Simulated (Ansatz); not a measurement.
LaS:
```
CELL_PARAMETERS angstrom
      0.00000     2.94416     2.94416
      2.94416     0.00000     2.94416
      2.94416     2.94416     0.00000
ATOMIC_POSITIONS crystal
  S  0.50000 0.50000 0.50000
  La 0.00000 0.00000 0.00000
```

Relaxed with r²SCAN.

Task: Map the electron localisation function on the plane through (0.500, 0.500, 0.500) spanned by u = [1, 0, 0] and v = [0, 1, -1] in lattice vectors, from the program Ansatz at the r²SCAN level (PAW).

Result: x is the fraction of u, y of v (the angle between them is 90°; rows are the nearest grid lines); atoms in the plane: S at (0.00, 0.00), La at (0.50, 0.50).
```
y \ x   0.000  0.0952  0.190  0.286  0.381  0.476  0.524  0.619  0.714  0.810  0.905   1.00
------  -----  ------  -----  -----  -----  -----  -----  -----  -----  -----  -----  -----
1.00    0.001   0.384  0.854  0.759  0.324  0.078  0.078  0.324  0.759  0.854  0.384  0.001
0.905   0.385   0.719  0.849  0.643  0.155  0.061  0.061  0.155  0.643  0.849  0.719  0.385
0.857   0.762   0.832  0.814  0.426  0.095  0.101  0.101  0.095  0.426  0.814  0.832  0.762
0.762   0.840   0.794  0.452  0.131  0.423  0.700  0.700  0.423  0.131  0.452  0.794  0.840
0.714   0.759   0.643  0.196  0.239  0.734  0.840  0.840  0.734  0.239  0.196  0.643  0.759
0.619   0.324   0.156  0.146  0.734  0.798  0.596  0.596  0.798  0.734  0.146  0.156  0.324
0.524   0.078   0.061  0.328  0.840  0.593  0.008  0.008  0.593  0.840  0.328  0.061  0.078
0.476   0.078   0.061  0.328  0.840  0.593  0.008  0.008  0.593  0.840  0.328  0.061  0.078
0.381   0.324   0.156  0.146  0.734  0.798  0.596  0.596  0.798  0.734  0.146  0.156  0.324
0.286   0.759   0.643  0.196  0.239  0.734  0.840  0.840  0.734  0.239  0.196  0.643  0.759
0.238   0.840   0.794  0.452  0.131  0.423  0.700  0.700  0.423  0.131  0.452  0.794  0.840
0.143   0.762   0.832  0.814  0.426  0.095  0.101  0.101  0.095  0.426  0.814  0.832  0.762
0.0952  0.385   0.719  0.849  0.643  0.155  0.061  0.061  0.155  0.643  0.849  0.719  0.385
0.000   0.001   0.384  0.854  0.759  0.324  0.078  0.078  0.324  0.759  0.854  0.384  0.001
```

The density is the valence pseudo-density with augmentation charge, so density and ELF within about 1 Å of a nucleus are not all-electron values.

Space group Fm-3m (rock salt). The workflow started from an entry of the Crystallography Open Database (COD). Its standing as an ambient phase is unchecked. Symmetry was held in the r²SCAN relaxation; whether a distortion lowers the energy is not shown. Scalar-relativistic: spin–orbit coupling is off unless named, which matters more the heavier the elements.

Potentials: the later of the program's two PAW sets.
